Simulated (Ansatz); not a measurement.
## MnPt$_{2}$ (P-3m1)

All numbers below come from DFT PBE, scalar-relativistic, plane waves, PAW (Ansatz 0.2.0).

Settings: cutoff 420 eV, Γ-centred mesh 18×18×8 on the computed 3-atom cell, Gaussian smearing of 0.10 eV; collinear spin from starting moments 4.1 0.3 0.3 μB.

The structure is relaxed at this level of theory with its symmetry kept, and needn't be the ground state of this composition.

```yaml
crystal:
  lattice:
    - [2.84605, 0.00000, 0.00000]
    - [-1.42303, 2.46475, 0.00000]
    - [0.00000, 0.00000, 6.56984]
  atoms:
    - { symbol: Mn, position: [0.00000, 0.00000, 0.00000] }
    - { symbol: Pt, position: [0.33333, 0.66667, 0.68359] }
    - { symbol: Pt, position: [0.66667, 0.33333, 0.31641] }
```

Formation energy from the elements' standard states (uncorrected)?

-0.176 eV/atom.

Kohn–Sham band gap?

none (metal).

Density of states at the Fermi level?

2.7 states/eV per cell.

Orbital (Löwdin) character within 0.5 eV of the Fermi level?

Pt 5d 56 %, Mn 3d 33 %.

Bader charge by site (e)?

Mn (1 in the cell) 0.81, Pt (2 in the cell) -0.40.

Total moment?

4.55 μB per cell.

Moment by site (μB)?

Mn1 3.74, Pt2 0.32, Pt3 0.32.

Spin-orbit coupling is left out, which matters for the bands of heavy elements.

Only this magnetic start was tried.

It was relaxed from a Materials Project cell. Löwdin shares on free-atom orbitals overweight diffuse shells.
